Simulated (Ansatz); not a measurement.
PbO in space group P4/nmm (No. 129; Pb on 2c, O on 2a) under volume change, LDA in the plane-wave PAW code Ansatz, shape and atoms relaxed at each volume.

```csv
V (Å³/atom),E − E(relaxed) (meV/atom),P (GPa)
17.312,15.9,3.46
17.883,6.4,1.99
18.454,1.4,0.85
19.025,0.0,0.00
19.595,1.2,-0.65
20.166,4.3,-1.11
20.737,8.7,-1.41
```

Q: What does a third-order Birch–Murnaghan fit give for V₀, B₀ and B′?

A: V₀ = 19.02 Å³/atom, B₀ = 24.6 GPa, B′ = 9.0.

The LDA relaxation kept the symmetry of its start; phonons on a q-mesh show no instability. A crystal of weakly bound layers computed without a dispersion correction: the cell and the soft elastic constants depend strongly on that. Scalar-relativistic: spin–orbit coupling is off unless named, which matters more the heavier the elements.

Potentials: the later of the program's two PAW sets.
